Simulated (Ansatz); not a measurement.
Molecular dynamics on a 2×2×2 supercell (16 atoms) of Si (diamond), relaxed with r2SCAN. Forces come from PBE in the plane-wave code Ansatz: a Langevin thermostat at fixed volume, 1700 K, steps of 1.5 fs. Classical nuclei, no spin polarisation; a few dozen steps show the first response, not equilibrium.

```yaml
crystal:
  lattice:
    - [0.0, 5.4442377923, 5.4442377923]
    - [5.4442377923, 0.0, 5.4442377923]
    - [5.4442377923, 5.4442377923, 0.0]
  atoms:
    - { symbol: Si, position: [0.0, 0.0, 0.0] }
    - { symbol: Si, position: [0.125, 0.125, 0.125] }
    - { symbol: Si, position: [0.0, 0.0, 0.5] }
    - { symbol: Si, position: [0.125, 0.125, 0.625] }
    - { symbol: Si, position: [0.0, 0.5, 0.0] }
    - { symbol: Si, position: [0.125, 0.625, 0.125] }
    - { symbol: Si, position: [0.0, 0.5, 0.5] }
    - { symbol: Si, position: [0.125, 0.625, 0.625] }
    - { symbol: Si, position: [0.5, 0.0, 0.0] }
    - { symbol: Si, position: [0.625, 0.125, 0.125] }
    - { symbol: Si, position: [0.5, 0.0, 0.5] }
    - { symbol: Si, position: [0.625, 0.125, 0.625] }
    - { symbol: Si, position: [0.5, 0.5, 0.0] }
    - { symbol: Si, position: [0.625, 0.625, 0.125] }
    - { symbol: Si, position: [0.5, 0.5, 0.5] }
    - { symbol: Si, position: [0.625, 0.625, 0.625] }
kpoints:
  mp_grid: { grid: [2, 2, 2] }
hamiltonian:
  xc: pbe
scf:
  occupations: { method: fermi_dirac, width: 0.146 }
md:
  ensemble: nvt_langevin
  temperature: 1700
  timestep: 1.5
  n_steps: 30
  initial_velocities: maxwell_boltzmann
  seed: 4099
```

Command: `ansatz run input.yaml --threads 4 --pin off --max-ram 3686MiB --backend cpu --events-out ev --progress --plain --runs-dir out`. It took 48 s on 4 threads of Arm Neoverse V2, with other jobs on the host; peak host memory 0.83 GiB.

```tsv
step	t (fs)	T (K)	free energy F from step 0 (meV/atom)	kinetic energy (meV/atom)	largest force (eV/Å)
0	0	1594	0.0	206.0	0.00
1	1.5	1648	2.7	213.0	0.54
2	3	1630	10.8	210.6	1.12
3	4.5	1609	24.0	208.0	1.72
4	6	1568	42.3	202.7	2.34
5	7.5	1221	64.0	157.9	2.93
6	9	945	86.3	122.2	3.40
7	10.5	749	107.1	96.8	3.76
8	12	591	124.6	76.4	4.04
9	13.5	479	137.8	61.9	4.24
10	15	445	146.7	57.6	4.37
11	16.5	481	150.0	62.2	4.39
12	18	512	147.9	66.2	4.26
13	19.5	564	141.4	72.9	4.01
14	21	640	132.4	82.8	3.67
15	22.5	769	122.4	99.4	3.23
16	24	800	112.8	103.4	2.81
17	25.5	955	103.6	123.4	2.62
18	27	991	95.2	128.1	2.65
19	28.5	1020	88.4	131.8	2.64
20	30	1013	82.3	130.9	2.61
21	31.5	1129	76.9	145.9	2.54
22	33	1156	73.2	149.5	2.42
23	34.5	1027	71.7	132.8	2.27
24	36	1152	72.5	148.9	2.43
25	37.5	1134	76.1	146.6	2.78
26	39	1161	82.1	150.0	3.20
27	40.5	1149	89.7	148.5	3.69
28	42	1149	98.3	148.6	4.10
29	43.5	1112	106.9	143.7	4.41
30	45	1114	114.2	144.0	4.56
```

The temperature starts at 1594 K, is lowest at step 10 (445 K, 15 fs) and ends at 1114 K. The thermostat hasn't had time to restore it. The atoms start on their lattice sites with kinetic energy alone, so much of it first passes into potential energy. By the last step the atoms have moved 0.19 Å in the root mean square, the drift of the whole cell taken out, 0.36 Å at most.

Positions (Å) and forces (eV/Å) at step 30:
```
Si  -0.262  -0.077   0.053     1.257   1.036   0.056
Si   1.385   1.346   1.329    -1.873  -2.560   1.603
Si   2.728   2.589   0.214     1.109   1.965  -2.174
Si   4.077   3.992   1.499    -0.733   0.094   0.724
Si   2.730  -0.111   2.802    -0.450   1.288  -0.166
Si   4.016   1.381   4.116    -0.542   0.476  -0.023
Si   5.508   2.578   2.679    -0.215   0.570   1.183
Si   6.810   4.042   4.192     1.943  -2.968  -1.700
Si   0.069   2.774   2.654    -1.211  -0.443  -0.741
Si   1.133   4.119   4.094     0.821   0.369   0.882
Si   2.618   5.394   2.840     0.312   0.564  -0.995
Si   4.011   6.931   4.003     0.342  -0.659  -0.030
Si   2.587   2.858   5.446     1.325   0.090   0.129
Si   4.169   4.290   6.816    -0.117  -1.427  -1.148
Si   5.448   5.363   5.104    -1.879   2.996   2.871
Si   6.834   6.804   6.726    -0.089  -1.391  -0.471
```
